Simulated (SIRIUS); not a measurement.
Band structure of Cu3Sn (P6_3/mmc, 8 atoms in the cell; from Materials Project mp-13138, lattice scaled a little).

```
CELL_PARAMETERS angstrom
      5.62904     0.00000     0.00000
     -2.81452     4.87489     0.00000
      0.00000     0.00000     4.36754
ATOMIC_POSITIONS crystal
  Cu 0.15577 0.84423 0.75000
  Cu 0.84423 0.15577 0.25000
  Cu 0.31154 0.15577 0.25000
  Cu 0.68846 0.84423 0.75000
  Cu 0.15577 0.31154 0.75000
  Cu 0.84423 0.68846 0.25000
  Sn 0.33333 0.66667 0.25000
  Sn 0.66667 0.33333 0.75000
```

Level of theory: PBEsol, GBRV PBEsol ultrasoft pseudopotentials (plane waves; SIRIUS 7.12.0).

Settings: parameters.ngridk = 5 5 6; parameters.xc_functionals = [XC_GGA_X_PBE_SOL, XC_GGA_C_PBE_SOL]; parameters.gk_cutoff = 6.325 1/bohr; parameters.pw_cutoff = 14.143 1/bohr; parameters.smearing = fermi_dirac; parameters.smearing_width = 0.00499791 Ha; potentials = GBRV PBEsol ultrasoft pseudopotentials; parameters.electronic_structure_method = pseudopotential; parameters.num_bands = 85; parameters.num_mag_dims = 0; parameters.num_dft_iter = 100; parameters.energy_tol = 1e-07 Ha; parameters.density_tol = 1e-06; mixer.type = anderson.

The structure comes from a collection of computed structures, made at another level of theory; the collection holds predicted forms beside known ones. Its lattice was then scaled. No clean gap shows at this smearing width and mesh (spacing up to 0.26 Å⁻¹); the mesh is coarse for partly filled bands, so the values carry mesh errors.

Points are given in units of this cell's reciprocal vectors. Levels in eV from the Fermi level, bands 69 to 76:
```json
[
 {"point": "Γ (0 0 0)", "69": "-1.56", "70": "-1.56", "71": "-0.88", "72": "-0.88", "73": "1.00", "74": "2.99", "75": "4.37", "76": "4.37"},
 {"point": "M (0.5 0 0)", "69": "0.33", "70": "0.45", "71": "0.75", "72": "0.95", "73": "1.55", "74": "2.61", "75": "2.88", "76": "3.27"},
 {"point": "K (0.333 0.333 0)", "69": "-0.37", "70": "0.25", "71": "0.93", "72": "0.93", "73": "1.30", "74": "1.70", "75": "1.70", "76": "2.56"},
 {"point": "A (0 0 0.5)", "69": "-1.63", "70": "-1.63", "71": "-1.56", "72": "-1.56", "73": "0.39", "74": "0.39", "75": "1.73", "76": "1.73"},
 {"point": "L (0.5 0 0.5)", "69": "-1.37", "70": "-1.37", "71": "-1.17", "72": "-1.17", "73": "3.87", "74": "3.87", "75": "4.21", "76": "4.21"},
 {"point": "H (0.333 0.333 0.5)", "69": "-1.96", "70": "-1.96", "71": "0.84", "72": "0.84", "73": "2.30", "74": "2.30", "75": "2.41", "76": "2.41"}
]
```

4 bands cross the Fermi level along this path, so the cell has no gap at this level.

The Fermi level comes from the SCF mesh, which can miss band crossings, so its place against them is uncertain.
